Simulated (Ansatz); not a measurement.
Level: r2SCAN, no spin polarisation; 500 eV; 7×7×7 Γ-centred mesh; fermi-dirac occupations (width 0.1 eV); Ansatz 0.2.0, fixed geometry.

Computed maps in the lattice plane spanned by a (left to right, 5.07 Å, 15 points from zero) and b (bottom to top, 5.07 Å, 15 points from zero), 60° apart, at height 0.750 along c. The fields are smooth PAW ones with compensation charges, not the true ones near nuclei.

Valence density. Digits on a logarithmic scale: 0 up to 0.03 e/Å³, each further digit a factor of 1.6, 9 from 1.3 e/Å³ up:
```
654334799997677
765334589998667
666544468997656
678865556776545
589997667665434
479999767765433
469999966776543
447999965666665
655788865567898
976666654457999
997666543346999
997666654335799
997566776544579
876556899865567
655445899986676
```

ELF. Ten even steps from '0' (0.04) to '9' (0.84):
```
210001793497133
211000399798223
123210138998311
158862111465211
289997222111000
179569613321000
039728921321100
004988941212442
401488841115998
941223310016988
793342000004972
695232110001796
996113565201279
874103899831114
121002885992121
```

Task: The cell is W2O3. Which atoms lie within 0.2 Å of this plane, and where (fractions of a and b)?

Result: O at (0.56, 0.94), O at (0.25, 0.56), O at (0.94, 0.25). The whole cell:
```
W O
1.0
     2.53349    4.38813    0.00000
    -2.53349    4.38813    0.00000
     0.00000   -2.92542    4.63696
W O
4 6
Direct
  0.34720 0.34720 0.04160
  0.15280 0.15280 0.45840
  0.65280 0.65280 0.95840
  0.84720 0.84720 0.54160
  0.55860 0.94140 0.75000
  0.25000 0.55860 0.75000
  0.94140 0.25000 0.75000
  0.44140 0.05860 0.25000
  0.75000 0.44140 0.25000
  0.05860 0.75000 0.25000
```

Origin: a known structure type with other elements, at an estimated volume, so it need not be a known compound. Caveats: many states at the Fermi level without spin polarisation, so a magnetic state may lie lower; atoms or cell far from equilibrium.
